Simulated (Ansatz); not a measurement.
A generator proposed this cell of RbLa₂.

```cif
data_structure
_symmetry_space_group_name_H-M 'I4/mcm'
_symmetry_Int_Tables_number 140
_cell_length_a 8.3074
_cell_length_b 8.3074
_cell_length_c 7.3187
_cell_angle_alpha 90.000
_cell_angle_beta 90.000
_cell_angle_gamma 90.000
_cell_volume 505.09
loop_
_atom_site_label
_atom_site_type_symbol
_atom_site_symmetry_multiplicity
_atom_site_Wyckoff_symbol
_atom_site_fract_x
_atom_site_fract_y
_atom_site_fract_z
_atom_site_occupancy
Rb1 Rb 4 a 0.00000 0.00000 0.25000 1
La1 La 8 h 0.17440 0.67440 0.00000 1
```

Theory: Ansatz, DFT PBE, scalar-relativistic, plane waves, PAW. Cutoff 420 eV; k points 4×4×4 on the computed 6-atom cell (Γ-centred); Gaussian smearing, width 0.10 eV; no spin polarisation.

Energies over the elements count from the elements' standard structures at the same level, with no fitted energy shifts.

Task: How far from equilibrium is it?

Result: The pressure is 0.7 GPa (the mean over three directions, positive in compression), the largest force is 0.74 eV/Å, and the energy is +0.89 eV/atom against the elements. The shortest distance is 3.57 Å.

Task: How much does it gain on relaxing, and where does it end?

Result: Relaxing gains about 0.27 eV/atom (the start's value is from the coarse mesh, so the gain is rough) in 12 ionic steps and ends at +0.63 eV/atom on the finer mesh. The symmetry stays I4/mcm (No. 140). The volume per atom grows by 4.9 %, from 42.1 to 44.2 Å³. The shortest distance goes from 3.57 Å (Rb–La) to 3.11 Å (La–La). The ratio c/a of the conventional cell changes by a factor of 0.88. Conventional cell: a = 8.815 Å, c = 6.820 Å. Rb has 2 Rb at 3.41 Å and 8 La at 3.88 Å; La has 1 La at 3.11 Å, 4 Rb at 3.88 Å and 4 La at 4.06 Å.

The last run used an 8×8×8 mesh for its 6-atom cell and Gaussian smearing of 0.10 eV. The relaxation can't lower the symmetry of the start. A structure relaxed within its symmetry needn't be a true minimum.
